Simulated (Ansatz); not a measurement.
**Piezoelectric tensor of BP**

These are results of DFT LDA, scalar-relativistic, plane waves, PAW (Ansatz), not measurements. Plane waves to 420 eV; Γ-centred k mesh 10×10×10; fixed occupations. No spin polarisation.

The cell is fixed (symmetry leaves no force on the atoms) and stands under -0.2 GPa:
```yaml
crystal:
  lattice:
    - [0.00000, 2.24590, 2.24590]
    - [2.24590, 0.00000, 2.24590]
    - [2.24590, 2.24590, 0.00000]
  atoms:
    - { symbol: B, position: [0.00000, 0.00000, 0.00000] }
    - { symbol: P, position: [0.25000, 0.25000, 0.25000] }
```

The cell is the ideal cubic zincblende prototype.

(1) Give the relaxed-ion proper piezoelectric stress tensor e_iJ (C/m², Voigt columns xx yy zz yz xz xy).

(2) With the elastic constants (GPa, Voigt order)
C11 = 357.6, C12 = 83.8, C13 = 83.8, C22 = 357.6, C23 = 83.8, C33 = 357.6, C44 = 193.9, C55 = 193.9, C66 = 193.9 GPa; the others vanish.
find the strain coefficients d = e·C⁻¹ (pC/N).

Answers

(1)
```
x    0.000  0.000  0.000 -0.110  0.000  0.000
y    0.000  0.000  0.000  0.000 -0.110  0.000
z    0.000  0.000  0.000  0.000  0.000 -0.110
```
Signs follow the orientation of the cell as given.

(2)
```
x    0.00  0.00  0.00 -0.57  0.00  0.00
y    0.00  0.00  0.00  0.00 -0.57  0.00
z    0.00  0.00  0.00  0.00  0.00 -0.57
```

Cost: 1 run of about 1.1 core-minutes, on Arm Neoverse N1 (shared hosts).